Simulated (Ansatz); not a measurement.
Consider the following.

In:
```cif
data_In
_chemical_formula_sum 'In1'
_space_group_name_H-M_alt 'P 1'
_space_group_IT_number 1
_cell_length_a 3.45850
_cell_length_b 3.45850
_cell_length_c 3.45850
_cell_angle_alpha 123.649
_cell_angle_beta 123.649
_cell_angle_gamma 83.787
loop_
_space_group_symop_operation_xyz
  'x, y, z'
loop_
_atom_site_label
_atom_site_type_symbol
_atom_site_fract_x
_atom_site_fract_y
_atom_site_fract_z
_atom_site_occupancy
In1 In 0.00000 0.00000 0.00000 1
```

This is the PBE-relaxed structure.

**Question.** All from PBE in the plane-wave PAW code Ansatz, unless another level is named. Give the density of states at the Fermi level.

**Answer.** 0.44 states/eV per atom (mean over ±0.08 eV).

**Question.** Next, the gap with spin–orbit coupling?

**Answer.** none (metallic).

Space group I4/mmm (body-centred tetragonal). The cell keeps a stress of up to 0.2 GPa. The cell was relaxed with PBE under the symmetry of its start. Spin–orbit coupling is left out wherever it is not named.

Potentials: the later of the program's two PAW sets.
